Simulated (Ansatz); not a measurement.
Cr:
```xyz
2
Lattice="2.9591 0.0000 0.0000 0.0000 2.9591 0.0000 0.0000 0.0000 2.9591" Properties=species:S:1:pos:R:3 pbc="T T T"
Cr     0.0000     0.0000     0.0000
Cr     1.4795     1.4795     1.4795
```
Starting moments (μB, in the order of the atoms Cr Cr): 2.8 -2.8.

Relaxed with r²SCAN.

**Question.** Which orbitals make up the states near the Fermi level in DFT-r²SCAN in the program Ansatz with PAW potentials?

**Answer.** Within 0.5 eV of the Fermi level: Cr 3d 80 %, Cr 4s 6 %, outside the projected shells 14 %. Projections are on Löwdin-orthogonalised atomic valence shells; empty p or d shells of many metals are not among them.

**Question.** Tabulate the density of states.

**Answer.** States/eV per cell of 2 atoms, in 0.25 eV bins, energy from the Fermi level.

```csv
E (eV),total,Cr 3d,Cr 4s,Cr 3p
-7.85,0.10,0.00,0.09,0.00
-7.60,0.12,0.00,0.12,0.00
-7.35,0.15,0.00,0.14,0.00
-7.10,0.17,0.01,0.16,0.00
-6.85,0.19,0.01,0.18,0.00
-6.60,0.22,0.01,0.19,0.01
-6.35,0.25,0.02,0.21,0.01
-6.10,0.28,0.03,0.23,0.01
-5.85,0.31,0.05,0.25,0.01
-5.60,0.36,0.07,0.27,0.01
-5.35,0.42,0.11,0.29,0.01
-5.10,0.51,0.17,0.32,0.01
-4.85,0.68,0.30,0.36,0.01
-4.60,1.23,0.81,0.39,0.01
-4.35,1.28,0.96,0.29,0.01
-4.10,1.68,1.42,0.24,0.01
-3.85,2.50,2.13,0.32,0.02
-3.60,3.07,2.78,0.24,0.03
-3.35,2.45,2.29,0.12,0.02
-3.10,2.58,2.48,0.06,0.02
-2.85,3.51,3.39,0.06,0.02
-2.60,3.83,3.73,0.06,0.01
-2.35,3.66,3.55,0.06,0.01
-2.10,4.18,3.97,0.14,0.02
-1.85,5.13,4.73,0.30,0.02
-1.60,3.38,2.95,0.31,0.02
-1.35,2.97,2.55,0.27,0.02
-1.10,1.35,0.97,0.21,0.01
-0.85,0.63,0.38,0.12,0.00
-0.60,0.38,0.20,0.08,0.00
-0.35,0.22,0.10,0.04,0.00
-0.10,0.18,0.09,0.02,0.00
0.15,0.22,0.19,0.00,0.00
0.40,0.76,0.74,0.00,0.00
0.65,1.60,1.49,0.04,0.00
0.90,3.55,3.25,0.21,0.00
1.15,4.48,4.16,0.18,0.01
1.40,4.93,4.61,0.14,0.01
1.65,5.56,5.07,0.28,0.01
1.90,2.92,2.74,0.13,0.00
2.15,1.93,1.82,0.08,0.00
2.40,1.61,1.51,0.08,0.00
2.65,3.21,3.09,0.09,0.00
2.90,4.84,4.70,0.10,0.00
3.15,2.10,1.96,0.10,0.00
3.40,0.55,0.39,0.10,0.00
3.65,0.89,0.55,0.24,0.00
3.90,1.06,0.58,0.34,0.00
4.15,0.88,0.42,0.30,0.00
4.40,0.78,0.32,0.27,0.00
4.65,0.71,0.25,0.25,0.00
```

Space group Im-3m (bcc (W type)). The r²SCAN relaxation kept the symmetry of its start, as lowered by the spin order. The final state is antiferromagnetic, chosen from 3 collinear starts compared on coarse meshes (ties went to the first, and starts can fall back to one state), not a proven ground state. Textbook magnetic order: a spin-density-wave antiferromagnet. Other orbital occupations within this spin state were not tried. For itinerant 3d metals, meta-GGAs of the SCAN family and hybrids are commonly reported to give too large moments.

Potentials: the later of the program's two PAW sets.
